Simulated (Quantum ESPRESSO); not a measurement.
Ti3Al2Cu2Mo, one run as intended and one with a planted mistake

Simulated, not a measurement. The program is pw.x of Quantum ESPRESSO 7.5 (plane-wave density functional theory). The cell is made up: eight metal atoms on a hexagonal close-packed lattice, with elements, volume, strain and displacements drawn at random and not relaxed, so it may be unstable or far from any real phase. PseudoDojo standard norm-conserving files set the functional (PBE unless stated); there is no spin polarisation or spin-orbit coupling, the Fermi-Dirac width of 0.25 eV means electrons at about 2900 K, and the masses in the input are unused placeholders. The copper pseudopotential is less sure than most, with forces differing by about three percent and pressure by about two GPa from a second method on plain copper. The tin pseudopotential is less sure than most, with forces differing by about three percent from a second method on plain tin. A spin test at this wide smearing found no moment, but such smearing suppresses magnetism that the real alloy may have.

Intended input:

```
&control calculation='scf', pseudo_dir='./dojo.nc.sr.pbe.v0_5.standard.upf', outdir='./o', disk_io='minimal', tprnfor=.true., tstress=.true. /
&system ibrav=0, nat=8, ntyp=4, nbnd=60, ecutwfc=92.02030273, nosym=.true., tot_charge=0,
 occupations='smearing', smearing='fd', degauss=0.0183746611
/
&electrons conv_thr=1.470e-08, electron_maxstep=70, mixing_beta=0.5 /
ATOMIC_SPECIES
Al 1.0 Al.upf
Cu 1.0 Cu.upf
Mo 1.0 Mo.upf
Ti 1.0 Ti.upf
CELL_PARAMETERS angstrom
0.0536 -0.0049 -4.4725
0.04 5.1083 0.0054
5.8448 0.0462 -0.0682
ATOMIC_POSITIONS angstrom
Ti 0.0238 -0.1331 0.048
Ti 2.9191 0.0328 0.009
Al 1.4539 2.6935 -0.0396
Cu 4.3878 2.6824 0.0345
Cu 0.057 1.7009 -2.1323
Mo 3.0111 1.749 -2.1869
Al 1.4089 4.2273 -2.3395
Ti 4.4933 4.3123 -2.3788
K_POINTS automatic
5 5 4 1 1 1
```

The log is shortened where brackets say so; the opening notice, blank lines, dates and the lines on written files are dropped, and the path of the files is cut. It prints rydbergs, bohrs and kilobars, and counts compression as positive stress. Its total energy is the free energy E - TS of the whole cell.

Log of the intended run:

```
     Program PWSCF v.7.5
     Parallel version (MPI & OpenMP), running on       4 processor cores
     Number of MPI processes:                 4
     Threads/MPI process:                     1
     [start-up lines left out]
     bravais-lattice index     =            0
     lattice parameter (alat)  =       8.4524  a.u.
     unit-cell volume          =     900.9585 (a.u.)^3
     number of atoms/cell      =            8
     number of atomic types    =            4
     number of electrons       =        94.00
     number of Kohn-Sham states=           60
     kinetic-energy cutoff     =      92.0203  Ry
     charge density cutoff     =     368.0812  Ry
     scf convergence threshold =      1.5E-08
     mixing beta               =       0.5000
     number of iterations used =            8  plain     mixing
     Exchange-correlation= PBE
                           (   1   4   3   4   0   0   0)
     [axes and pseudopotential details left out]
   Cartesian axes
     site n.     atom                  positions (alat units)
         1        Ti     tau(   1) = (   0.0053210  -0.0297575   0.0107315  )
         2        Ti     tau(   2) = (   0.6526302   0.0073332   0.0020122  )
         3        Al     tau(   3) = (   0.3250519   0.6021923  -0.0088535  )
         4        Cu     tau(   4) = (   0.9809910   0.5997106   0.0077132  )
         5        Cu     tau(   5) = (   0.0127436   0.3802743  -0.4767234  )
         6        Mo     tau(   6) = (   0.6731989   0.3910281  -0.4889305  )
         7        Al     tau(   7) = (   0.3149912   0.9451076  -0.5230476  )
         8        Ti     tau(   8) = (   1.0045779   0.9641113  -0.5318340  )
     number of k points=    50  Fermi-Dirac smearing, width (Ry)=  0.0184
                       cart. coord. in units 2pi/alat
        k(    1) = (   0.0938161   0.0869299  -0.0989782), wk =   0.0400000
        k(    2) = (   0.2851711   0.0854291  -0.0966832), wk =   0.0400000
     [further k points left out]
     Dense  grid:   107421 G-vectors     FFT dimensions: (  54,  60,  72)
     Estimated max dynamical RAM per process >     328.30 MB
     Estimated total dynamical RAM >       1.21 GB
     Initial potential from superposition of free atoms
     starting charge      93.9883, renormalised to      94.0000
     Starting wfcs are   68 randomized atomic wfcs
     total cpu time spent up to now is        3.9 secs
     per-process dynamical memory:   261.4 Mb
     Self-consistent Calculation
     iteration #  1     ecut=    92.02 Ry     beta= 0.50
     Davidson diagonalization with overlap
     ethr =  1.00E-02,  avg # of iterations =  2.1
     total cpu time spent up to now is       11.1 secs
     total energy              =   -1246.87721944 Ry
     estimated scf accuracy    <      25.75029430 Ry
     iteration #  2     ecut=    92.02 Ry     beta= 0.50
     Davidson diagonalization with overlap
     ethr =  1.00E-02,  avg # of iterations =  4.1
     total cpu time spent up to now is       20.3 secs
     total energy              =   -1262.73664265 Ry
     estimated scf accuracy    <      68.35466063 Ry
     [iterations 3 to 20 left out]
     iteration # 21     ecut=    92.02 Ry     beta= 0.50
     Davidson diagonalization with overlap
     ethr =  1.62E-10,  avg # of iterations =  2.3
     total cpu time spent up to now is      159.0 secs
     total energy              =   -1264.42019541 Ry
     estimated scf accuracy    <       0.00000003 Ry
     iteration # 22     ecut=    92.02 Ry     beta= 0.50
     Davidson diagonalization with overlap
     ethr =  3.38E-11,  avg # of iterations =  2.9
     total cpu time spent up to now is      165.4 secs
     End of self-consistent calculation
     [lines on levels left out]
!    total energy              =   -1264.42019541 Ry
     estimated scf accuracy    <          7.4E-09 Ry
     smearing contrib. (-TS)   =      -0.12823970 Ry
     internal energy E=F+TS    =   -1264.29195571 Ry
     The total energy is F=E-TS. E is the sum of the following terms:
     one-electron contribution =    -823.06464440 Ry
     hartree contribution      =     446.06243055 Ry
     xc contribution           =    -170.29716165 Ry
     ewald contribution        =    -716.99258021 Ry
     convergence has been achieved in  22 iterations
     Forces acting on atoms (cartesian axes, Ry/au):
     atom    1 type  4   force =    -0.02672085    0.07802163   -0.03662057
     atom    2 type  4   force =    -0.00222482    0.01412381   -0.01945638
     atom    3 type  1   force =     0.00944740   -0.04253633    0.00118566
     atom    4 type  2   force =     0.00634405   -0.01913937   -0.01269595
     atom    5 type  2   force =    -0.00340176    0.00211322   -0.00506011
     atom    6 type  3   force =    -0.00021252   -0.03346953   -0.01086970
     atom    7 type  1   force =     0.04604781    0.00538448    0.04445167
     atom    8 type  4   force =    -0.02927931   -0.00449792    0.03906538
     Total force =     0.137848     Total SCF correction =     0.000253
     Computing stress (Cartesian axis) and pressure
          total   stress  (Ry/bohr**3)                   (kbar)     P=      -71.02
  -0.00045430  -0.00005280   0.00007369          -66.83       -7.77       10.84
  -0.00005280  -0.00078530  -0.00002199           -7.77     -115.52       -3.24
   0.00007369  -0.00002199  -0.00020868           10.84       -3.24      -30.70
     init_run     :      3.66s CPU      3.78s WALL (       1 calls)
     electrons    :    161.26s CPU    161.57s WALL (       1 calls)
     forces       :      1.16s CPU      1.17s WALL (       1 calls)
     stress       :      3.89s CPU      3.89s WALL (       1 calls)
     [timing details left out]
     PWSCF        :   2m50.03s CPU   2m50.52s WALL
     JOB DONE.
```

A second run has one planted mistake: one atom is of a wrong element. The input lines that differ:

```
- &system ibrav=0, nat=8, ntyp=4, nbnd=60, ecutwfc=92.02030273, nosym=.true., tot_charge=0,
+ &system ibrav=0, nat=8, ntyp=5, nbnd=66, ecutwfc=92.02030273, nosym=.true., tot_charge=0,
+ Sn 1.0 Sn.upf
- Al 1.4539 2.6935 -0.0396
+ Sn 1.4539 2.6935 -0.0396
```

Its log:

```
     Program PWSCF v.7.5
     Parallel version (MPI & OpenMP), running on       4 processor cores
     Number of MPI processes:                 4
     Threads/MPI process:                     1
     [start-up lines left out]
     bravais-lattice index     =            0
     lattice parameter (alat)  =       8.4524  a.u.
     unit-cell volume          =     900.9585 (a.u.)^3
     number of atoms/cell      =            8
     number of atomic types    =            5
     number of electrons       =       105.00
     number of Kohn-Sham states=           66
     kinetic-energy cutoff     =      92.0203  Ry
     charge density cutoff     =     368.0812  Ry
     scf convergence threshold =      1.5E-08
     mixing beta               =       0.5000
     number of iterations used =            8  plain     mixing
     Exchange-correlation= PBE
                           (   1   4   3   4   0   0   0)
     [axes and pseudopotential details left out]
   Cartesian axes
     site n.     atom                  positions (alat units)
         1        Ti     tau(   1) = (   0.0053210  -0.0297575   0.0107315  )
         2        Ti     tau(   2) = (   0.6526302   0.0073332   0.0020122  )
         3        Sn     tau(   3) = (   0.3250519   0.6021923  -0.0088535  )
         4        Cu     tau(   4) = (   0.9809910   0.5997106   0.0077132  )
         5        Cu     tau(   5) = (   0.0127436   0.3802743  -0.4767234  )
         6        Mo     tau(   6) = (   0.6731989   0.3910281  -0.4889305  )
         7        Al     tau(   7) = (   0.3149912   0.9451076  -0.5230476  )
         8        Ti     tau(   8) = (   1.0045779   0.9641113  -0.5318340  )
     number of k points=    50  Fermi-Dirac smearing, width (Ry)=  0.0184
                       cart. coord. in units 2pi/alat
        k(    1) = (   0.0938161   0.0869299  -0.0989782), wk =   0.0400000
        k(    2) = (   0.2851711   0.0854291  -0.0966832), wk =   0.0400000
     [further k points left out]
     Dense  grid:   107421 G-vectors     FFT dimensions: (  54,  60,  72)
     Estimated max dynamical RAM per process >     355.40 MB
     Estimated total dynamical RAM >       1.31 GB
     Initial potential from superposition of free atoms
     starting charge     104.9892, renormalised to     105.0000
     Starting wfcs are   73 randomized atomic wfcs
     total cpu time spent up to now is        4.3 secs
     per-process dynamical memory:   281.6 Mb
     Self-consistent Calculation
     iteration #  1     ecut=    92.02 Ry     beta= 0.50
     Davidson diagonalization with overlap
     ethr =  1.00E-02,  avg # of iterations =  2.3
     total cpu time spent up to now is       12.3 secs
     total energy              =   -1400.55366280 Ry
     estimated scf accuracy    <      24.70025995 Ry
     iteration #  2     ecut=    92.02 Ry     beta= 0.50
     Davidson diagonalization with overlap
     ethr =  1.00E-02,  avg # of iterations =  4.0
     total cpu time spent up to now is       22.4 secs
     total energy              =   -1415.71666260 Ry
     estimated scf accuracy    <      66.14693593 Ry
     [iterations 3 to 19 left out]
     iteration # 20     ecut=    92.02 Ry     beta= 0.50
     Davidson diagonalization with overlap
     ethr =  6.20E-10,  avg # of iterations =  1.0
     total cpu time spent up to now is      160.2 secs
     total energy              =   -1417.36213235 Ry
     estimated scf accuracy    <       0.00000004 Ry
     iteration # 21     ecut=    92.02 Ry     beta= 0.50
     Davidson diagonalization with overlap
     ethr =  4.05E-11,  avg # of iterations =  3.5
     total cpu time spent up to now is      168.0 secs
     End of self-consistent calculation
     [lines on levels left out]
!    total energy              =   -1417.36213236 Ry
     estimated scf accuracy    <          3.0E-09 Ry
     smearing contrib. (-TS)   =      -0.12429038 Ry
     internal energy E=F+TS    =   -1417.23784198 Ry
     The total energy is F=E-TS. E is the sum of the following terms:
     one-electron contribution =    -782.92345291 Ry
     hartree contribution      =     440.61514308 Ry
     xc contribution           =    -212.57121799 Ry
     ewald contribution        =    -862.35831416 Ry
     convergence has been achieved in  21 iterations
     Forces acting on atoms (cartesian axes, Ry/au):
     atom    1 type  5   force =    -0.04099156    0.08789023   -0.03419262
     atom    2 type  5   force =     0.01189259    0.01849510   -0.01836119
     atom    3 type  4   force =     0.00490438   -0.07635591    0.00439011
     atom    4 type  2   force =     0.00842205   -0.01833257   -0.01192429
     atom    5 type  2   force =    -0.01919858   -0.00686227   -0.01065013
     atom    6 type  3   force =     0.01977361   -0.04374747   -0.01718761
     atom    7 type  1   force =     0.04544214    0.03504189    0.04769456
     atom    8 type  5   force =    -0.03024463    0.00387099    0.04023116
     Total force =     0.170478     Total SCF correction =     0.000182
     Computing stress (Cartesian axis) and pressure
          total   stress  (Ry/bohr**3)                   (kbar)     P=      -11.78
  -0.00012599  -0.00008652   0.00006257          -18.53      -12.73        9.20
  -0.00008652  -0.00039089   0.00003156          -12.73      -57.50        4.64
   0.00006257   0.00003156   0.00027666            9.20        4.64       40.70
     init_run     :      4.06s CPU      4.22s WALL (       1 calls)
     electrons    :    163.35s CPU    163.73s WALL (       1 calls)
     forces       :      1.29s CPU      1.29s WALL (       1 calls)
     stress       :      4.37s CPU      4.37s WALL (       1 calls)
     [timing details left out]
     PWSCF        :   2m53.17s CPU   2m53.75s WALL
     JOB DONE.
```

|  | intended run | run with the mistake |
| --- | --- | --- |
| free energy (eV) | -17203.313 | -19284.194 |
| entropy term -TS, part of it (eV) | -1.745 | -1.691 |
| pressure (GPa) | -7.10 | -1.18 |
| size of the largest force component (eV/Å) | 2.006 | 2.260 |
| largest change of a force component (eV/Å) |  | 0.870 |
| iterations | 22 | 21 |

For scale, a rerun of the intended cell at a higher cutoff and on a denser mesh moved values by no more than 0.002 eV in energy, 0.04 GPa in stress and 0.004 eV/Å in force, and a second program with other atomic files agreed on that cell to 2 % rms in force and 0.5 GPa in pressure. Files of another functional or element have another zero of energy, so the energy change says nothing on stability. The number of bands, nbnd, was set by rule from the electron count, so it follows the mistake.